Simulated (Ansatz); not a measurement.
**GaCo: input and output of an SCF run**

The cell (4 atoms) is GaCo as a measured crystal structure (space group Pm-3m, primitive cell doubled). Source: COD entry 1525477; the sample's temperature and pressure aren't taken into account, and it need not be the stable phase.

These are results of DFT, PBE, PAW, plane waves, scalar-relativistic (Ansatz development build ahead of 0.2.0), not measurements.

The input:

```yaml
crystal:
  lattice:
    - [-2.8831, 0.0, -2.8831]
    - [0.0, -2.8831, 0.0]
    - [-2.8831, 0.0, 2.8831]
  atoms:
    - { symbol: Ga, position: [0.0, 0.5, 0.5] }
    - { symbol: Ga, position: [0.5, 0.5, 0.0] }
    - { symbol: Co, position: [0.0, 0.0, 0.0] }
    - { symbol: Co, position: [0.5, 0.0, 0.5] }
hamiltonian:
  xc: pbe
  pseudopotentials: { kind: paw }
basis:
  ecutwfc: 420
kpoints:
  mp_grid: { grid: [6, 9, 6] }
scf:
  occupations: { method: fermi_dirac, width: 0.05 }
  lower_state_search: "off"
output:
  forces: true
  stress: true
```

What the program printed (shortened):

```
Pseudopotentials: kind: paw
Pseudopotential: Ga, paw, valence charge 13, recommended cutoff 420 eV (normal), Ga.paw.azcp
Pseudopotential: Co, paw, valence charge 17, recommended cutoff 420 eV (normal), Co.paw.azcp
Functional definition: PBE
Crystal: 4 atoms, lattice volume = 47.930 Å³
Basis set: ecut = 420 eV, 929 PW (Γ), exchange–correlation on 60×40×60 points (8 copies of the dense FFT grid, shifted against one another)
Bands: 35, of which v1, the nominal top of the filled ones, is band 30 counted from 1 (29 counted from 0)
Symmetry: 32 space group operations
Space group: Pm-3m (ITA 221), of the structure as read, at distance tolerance 3.6e-5 Å
k-points: 50 of 324
Non-local potential: Ga, projectors of the file, l = 0: 2, l = 1: 2, l = 2: 3, l = 3: 1
Non-local potential: Co, projectors of the file, l = 0: 3, l = 1: 2, l = 2: 3, l = 3: 1
Initial density: superposition of atomic densities (neutral atoms: chi_scale 0, normalization atom), corrected by the library's trained network
Initial wavefunctions: pseudopotential atomic-orbital guess
Functional: x = pbe(κ = 0.804, μ = 0.2195149727645171), c = pbe(β = 0.06672455060314922)
SCF iter   1: F=—  HF=-17819.372097 eV  |F-HF|=—  |Δ(HF+E_count)|=         —  Δρ=3.34e-3  dr2=2.74e-3  ethr=1.77e-3  ⟨swp⟩=5.8  Hψ=5997  notcnv=0
preconditioner: auto → Kerker (q_TF=auto, 2.832 Å⁻¹)  [metal: Δε(μ)=0.045 eV  Ē_g=11.569 eV  σ=0.050 eV  W_gap=0.22  n_scr=18 (ndim 8)  ℏωp=35.6 eV  f_vac=0.000  D(μ)=2.60/eV (n_scr^D=30)]
SCF iter   2: F=—  HF=-17819.372264 eV  |F-HF|=—  |Δ(HF+E_count)|=   1.67e-4  Δρ=1.47e-3  dr2=5.06e-4  ethr=4.56e-6  ⟨swp⟩=2.2  Hψ=3646  notcnv=0
SCF iter   3: F=—  HF=-17819.372277 eV  |F-HF|=—  |Δ(HF+E_count)|=   1.27e-5  Δρ=2.04e-4  dr2=6.86e-6  ethr=8.43e-7  ⟨swp⟩=2.0  Hψ=1899  notcnv=0
SCF iter   4: F=—  HF=-17819.372241 eV  |F-HF|=—  |Δ(HF+E_count)|=   3.61e-5  Δρ=7.15e-5  dr2=8.29e-7  ethr=1.14e-8  ⟨swp⟩=2.1  Hψ=3271  notcnv=0
SCF iter   5: F=—  HF=-17819.372242 eV  |F-HF|=—  |Δ(HF+E_count)|=   1.00e-6  Δρ=3.62e-5  dr2=2.68e-7  ethr=1.38e-9  ⟨swp⟩=2.0  Hψ=2912  notcnv=0
SCF iter   6: F=-17819.372241 eV  HF=-17819.372241 eV  |F-HF|=1.83e-8  |Δ(HF+E_count)|=   4.23e-7  Δρ=1.06e-5  dr2=2.80e-8  ethr=1.67e-10  ⟨swp⟩=4.8  Hψ=6645  notcnv=0
SCF 1 converged in 6 iterations: F = -17819.372241 eV  dr2 = 2.80e-8
  greatest PAW one-centre occupation: 1.001 electrons in one spin orbital (limit 2), on the Co atom at site 3 (counted from 0), in its partial waves of l = 1
SCF converged after 6 iterations
Free energy (F): -17819.372241 eV
Harris-Foulkes:  -17819.372241 eV  (|F-HF|=1.83e-8)
Internal energy: -17819.350189 eV  (E = F + TS)
E sigma→0 (E₀):  -17819.361215 eV
Entropy (-TS):   -0.022052 eV (-5.513 meV/atom)
Fermi energy:    16.796232 eV
--- Per-component energies (eV) ---
  E_band       = -438.578589
  E_kinetic    = 1146.355501
  E_local      = -8989.642320  (includes V_loc(G=0)·N_el)
  E_nonlocal   = 1769.311352
  E_hartree    = 3989.858858
  E_xc         = -457.691124
  E_vxc        = -528.728349  (∫ρ·V_xc dr)
  E_paw        = -7016.947905  (= ΣΔE_a)
  E_vpaw       = -1815.583265  (= ΣTr[D̂ρ^β])
  E_aug_tail   = -0.000037  (compensation charges beyond the density's cutoff)
  E_ewald      = -8260.594514
  E_smearing   = -0.022052  (= −TS)
  E_closure    = -0.000000  (closes the sum)
  Σ components = -17819.372241   (vs F -17819.372241, Δ=0.00e0)
--- Forces (eV/Å), atoms counted from 1 ---
  atom   1  Ga    -0.00000000     0.00000000     0.00000000
  atom   2  Ga    -0.00000000     0.00000000     0.00000000
  atom   3  Co    -0.00000000     0.00000000     0.00000000
  atom   4  Co    -0.00000000     0.00000000    -0.00000000
  max |Σ_I F_I| component: 1.77e-28 eV/Å
--- Stress (GPa, compression-positive) ---
       -0.328178       0.000000       0.000000
        0.000000      -0.171571       0.000000
        0.000000       0.000000      -0.328178
  P = ⅓ Tr σ = -0.2760 GPa (-2.760 kbar)
```

Among 12 converged runs of this cell from various starts and settings, this end is 0.7 meV/atom above the lowest found (antiferromagnetic, site moments Co3 0.25, Co4 -0.25 μB, total 0.00 μB per cell, no gap on the k-mesh).

A small moment in a metal is sensitive to the mesh and the smearing. The mesh is too coarse to rank close states of a metal with certainty: differences of some tens of meV/atom may change, at times in sign.

The run took 1.8 s on 2 threads of Arm Neoverse V2, with other jobs on the host, peak memory 0.37 GiB.
